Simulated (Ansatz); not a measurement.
Polymorphs of WS₂, each relaxed with r²SCAN+D4 in the plane-wave PAW code Ansatz:

A: P6_3/mmc
a = 3.172 Å, b = 3.172 Å, c = 12.553 Å, α = 90.00°, β = 90.00°, γ = 120.00°

```
atom  site  symmetry       x       y       z
----  ----  --------  ------  ------  ------
W       2d      -6m2  0.6667  0.3333  0.2500
S       4f       3m.  0.3333  0.6667  0.1257
```

B: C2/m
a = 12.8771 Å, b = 3.2448 Å, c = 5.7116 Å, α = γ = 90.00°, β = 111.99°

```csv
atom,site,symmetry,x,y,z
S,4i,m,0.1426,0.0000,0.8248
S,4i,m,0.1070,0.5000,0.2893
W,4i,m,0.2445,0.0000,0.2988
```

Question: Put the candidates in order of energy per atom at 0 K, lowest first, for r²SCAN+D4.

Answer: A (+0 meV/atom), B (+176 meV/atom)

Question: Give each one's gap.

Answer: A 1.18 eV; B no gap.

Typed or built starts, not in the databases checked: B. Not the usual ambient phase: B. Began spin-polarised and lost the moments: B. All cells were relaxed under the symmetry of their starts (and spin orders); stability against distortions was not tested throughout. Rows with no word on spin ran without spin polarisation. Scalar-relativistic: spin–orbit coupling is off unless named, which matters more the heavier the elements.

Energies hold the estimated change up to a 700 eV cutoff; steps of a few meV lie near the error of the meshes.

Potentials: the later of the program's two PAW sets.
